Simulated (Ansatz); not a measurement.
Relaxed Cd (hcp, Mg type):

```xyz
2
Lattice="2.9620 0.0000 0.0000 -1.4810 2.5652 0.0000 0.0000 0.0000 5.7980" Properties=species:S:1:pos:R:3 pbc="T T T"
Cd     0.0000     1.7101     4.3485
Cd     1.4810     0.8551     1.4495
```

In this cell atom 2 (Cd, nearest neighbour Cd at 2.962 Å; its periodic images, 3.0 Å or more away, move with it) is moved by s along a lattice vector, unit vector (-0.500, -0.866, 0.000); all other atoms and the cell stay fixed.

Method: r2SCAN (plane waves to 500 eV, PAW, scalar-relativistic; Ansatz, a quantum-chemistry and plane-wave program). k mesh 14×14×7 (Γ-centred), Fermi-Dirac smearing 0.05 eV. With partly filled bands, energies and forces of such displacements shift with the k mesh and the smearing. F∥ is the force on the atom along that direction. On this mesh the relaxed cell isn't quite at rest: it carries a pressure of 0.2 GPa (compression positive) at the zero of the scan. Cd was relaxed with its symmetry unable to fall. 

```
s (Å)   F∥ (eV/Å)
------  ---------
-0.590      0.110
-0.472      0.101
-0.354      0.083
-0.236      0.059
-0.118      0.031
0.000       0.000
0.118      -0.031
0.236      -0.059
0.354      -0.083
0.472      -0.101
0.590      -0.110
```

**Question.** What is the force constant k = d²E/ds² of this move at s = 0?

**Answer.** 0.26 eV/Å². The forces along the line at the two nearest points give (0.031 − (-0.031)) / (2·0.118) = 0.26 eV/Å²; the next pair corrects for the finite step.

(For displaced atoms, the force is minus the slope of the energy, and its curvature is a force constant, which sets phonon frequencies.)
